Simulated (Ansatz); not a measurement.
TiN (rock salt)

```xyz
2
Lattice="0.0000 2.1235 2.1235 2.1235 0.0000 2.1235 2.1235 2.1235 0.0000" Properties=species:S:1:pos:R:3 pbc="T T T"
N      0.0000     0.0000     0.0000
Ti     2.1235     2.1235     2.1235
```

Calculation: PBE (plane waves to 420 eV, PAW, scalar-relativistic; Ansatz, an electronic-structure program). Harmonic phonons by density-functional perturbation theory on a 20×20×20 k mesh, in cm⁻¹ and rounded to 5; i marks imaginary ones, q is in fractions of the reciprocal vectors of the cell shown, and the three acoustic modes at Γ are left out. TiN is run without spin polarisation. TiN was relaxed with its symmetry unable to fall.

### Question
Is the structure dynamically stable at Γ, L = (0.5, 0.0, 0.0), X = (0.5, 0.5, 0.0)?

### Answer
No imaginary mode at these points (lowest 180 cm⁻¹ at L = (0.5, 0.0, 0.0)); other wave vectors were not tested.

### Question
Predict the phonon wavenumbers at Γ, L = (0.5, 0.0, 0.0), X = (0.5, 0.5, 0.0).

### Answer
```tsv
q	wavenumbers (cm⁻¹)
Γ	505 (×3)
L = (0.5, 0.0, 0.0)	180 (×2), 255, 525 (×2), 585
X = (0.5, 0.5, 0.0)	255 (×2), 295, 520 (×2), 545
```
